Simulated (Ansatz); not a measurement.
Polymorphs of GeRh, each relaxed with plane-wave PAW r²SCAN (Ansatz code):

A: P2_13
a = b = c = 4.9039 Å, α = β = γ = 90.00°

```csv
atom,site,symmetry,x,y,z
Ge,4a,.3.,0.8339,0.8339,0.8339
Rh,4a,.3.,0.1177,0.1177,0.1177
```

B: P-6m2
a = b = 3.6109 Å, c = 2.8101 Å, α = β = 90.00°, γ = 120.00°

```csv
atom,site,symmetry,x,y,z
Rh,1a,-6m2,0.0000,0.0000,0.0000
Ge,1f,-6m2,0.6667,0.3333,0.5000
```

C: Pnma
a = 5.6568 Å, b = 3.3218 Å, c = 6.4264 Å, α = 90.00°, β = 90.00°, γ = 90.00°

```json
[
 {"atom": "Ge", "site": "4c", "symmetry": ".m.", "x": "0.1925", "y": "0.2500", "z": "0.5658"},
 {"atom": "Rh", "site": "4c", "symmetry": ".m.", "x": "0.0043", "y": "0.2500", "z": "0.2039"}
]
```

### Question
Put the candidates in order of energy per atom at 0 K, lowest first, for r²SCAN.

### Answer
C (+0 meV/atom), A (+67 meV/atom), B (+129 meV/atom)

Constructed cells (a structure type filled with these elements, in neither database checked): B. Standing as an ambient phase not checked: A; C. All cells were relaxed under the symmetry of their starts (and spin orders); stability against distortions was not tested throughout. Rows with no word on spin ran without spin polarisation. Scalar-relativistic: spin–orbit coupling is off unless named, which matters more the heavier the elements.

Energies hold the estimated change up to a 700 eV cutoff; steps of a few meV lie near the error of the meshes.

Potentials: the later of the program's two PAW sets.
